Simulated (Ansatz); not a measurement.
The relaxed structure here is a generated cell of Ti: the first start was made by placing the elements on the sites of a structure type, and the end was not matched to a known phase here, so it may be hypothetical. Known forms of Ti include space group No. 194.

One starting cell of Ti (a generated trial cell of Ti in the beta-W structure type) was relaxed twice with Ansatz (plane waves, PAW, scalar-relativistic): with r2SCAN at 500 eV and with PBE at 420 eV. The r2SCAN result:

```cif
data_Ti8
_chemical_formula_sum 'Ti8'
_space_group_name_H-M_alt 'Pm-3n'
_space_group_IT_number 223
_space_group_name_Hall '-P 4n 2 3'
_cell_length_a 5.18384
_cell_length_b 5.18384
_cell_length_c 5.18384
_cell_angle_alpha 90.000
_cell_angle_beta 90.000
_cell_angle_gamma 90.000
loop_
_atom_site_label
_atom_site_type_symbol
_atom_site_symmetry_multiplicity
_atom_site_Wyckoff_symbol
_atom_site_fract_x
_atom_site_fract_y
_atom_site_fract_z
_atom_site_occupancy
Ti1 Ti 6 c 0.00000 0.50000 0.25000 1
Ti2 Ti 2 a 0.00000 0.00000 0.00000 1
```

```tsv
quantity	r2SCAN	PBE
space group	Pm-3n	Pm-3n
volume (Å³/atom)	17.41	(withheld)
a (Å)	5.184	(withheld)
gap (eV, no spin-orbit coupling)	0.00	(withheld)
```

Question: What does PBE give for the same quantities?

Answer: 
- volume (Å³/atom), PBE: 17.44
- a (Å), PBE: 5.186
- gap (eV, no spin-orbit coupling), PBE: 0.00

Both levels end in the same structure; PBE's volume is within 0.5 % of r2SCAN's. Neither column is exact.

No spin polarisation in the result. A magnetic state may lie lower.

The run could not lose the symmetry of its start: the end is stationary, and may be a saddle point rather than a minimum.

All atoms sit on sites fixed by symmetry, so only the cell could relax.

Ansatz is an electronic-structure program.
